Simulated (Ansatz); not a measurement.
**As at several levels of theory**

One geometry, relaxed with PBE+D3(BJ), and single points on it; plane waves with PAW potentials in Ansatz, scalar-relativistic unless the row names spin-orbit coupling. No spin polarisation. Meshes are on the primitive cell of 2 atoms. Gaps are the least over mesh and band path; pressure is positive in compression. Smearing is Gaussian, 0.10 eV. Rows that don't name D3 lack it, which shows in their pressure.

```
As
1.0
     1.89144    1.09202    3.37139
    -1.89144    1.09202    3.37139
     0.00000   -2.18404    3.37139
As
2
Direct
  0.76971 0.76971 0.76971
  0.23029 0.23029 0.23029
```

```
     level cutoff (eV) k mesh gap (eV) pressure (GPa) rough cost with bands (core-min)
PBE+D3(BJ)          420  15×15×15         0             0.0                               1.1
```

**Question.** What do r2SCAN, PBE+D3(BJ) with spin-orbit coupling, LDA give on the same cell?

**Answer.**
```tsv
level	cutoff (eV)	k mesh	gap (eV)	pressure (GPa)	rough cost with bands (core-min)
r2SCAN	500	15×15×15	0	1.5	1.8
PBE+D3(BJ) with spin-orbit coupling	420	15×15×15	0	0.0	2.5
LDA	420	15×15×15	0	-1.8	1.1
```